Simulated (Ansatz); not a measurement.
SiC (zinc blende)

```
SiC
1.0
    0.00000     4.37975     4.37975
    2.18988     0.00000     2.18988
    2.18988     2.18988     0.00000
C Si
2 2
Direct
  0.37500   0.75000   0.75000
  0.87500   0.75000   0.75000
  0.00000   0.00000   0.00000
  0.50000   0.00000   0.00000
```

A phonon eigenvector at L = (0.5, 0.0, 0.0) is frozen into this cell: atom i moves by Q times the vector below, so Q is the largest atomic displacement, in Å. The cell is held. It is one choice among 2 degenerate patterns. (q is in reciprocal vectors of the primitive cell; the cell shown is doubled to hold the pattern.)

| atom | x | y | z |
|---|---|---|---|
| C1 | 0.285 | -0.520 | 0.805 |
| C2 | -0.285 | 0.520 | -0.805 |
| Si3 | 0.109 | -0.198 | 0.307 |
| Si4 | -0.109 | 0.198 | -0.307 |

Method: PBE (plane waves to 420 eV, PAW, scalar-relativistic; Ansatz, a quantum-chemistry and plane-wave program). k mesh 13×13×13 (Γ-centred), Fermi-Dirac smearing 0.05 eV. The energy includes the smearing's −TS. SiC was relaxed with its symmetry unable to fall. ΔE is measured from the undisplaced structure.

```tsv
Q (Å)	ΔE (meV/cell)
-0.1000	334
-0.0833	231
-0.0667	148
-0.0500	withheld
-0.0333	37
-0.0167	9
0.0000	0
0.0167	9
0.0333	37
0.0500	withheld
0.0667	148
0.0833	231
0.1000	334
```

Fit an even polynomial form (powers 2, 4) to the given rows and predict ΔE at Q = 0.0500.

Least squares on the 11 given rows: ΔE = (33130)·Q² + (26030)·Q⁴, in meV/cell with Q in Å; root-mean-square residual 0.2 meV/cell. At 0.0500 the fit gives 83 meV/cell; the calculation gives 83 meV/cell, the same to the digits shown. The quadratic term alone would give 83 meV/cell.

(A displaced cell: forces are minus the slopes of the energy, force constants its curvatures, and phonons follow from these.)
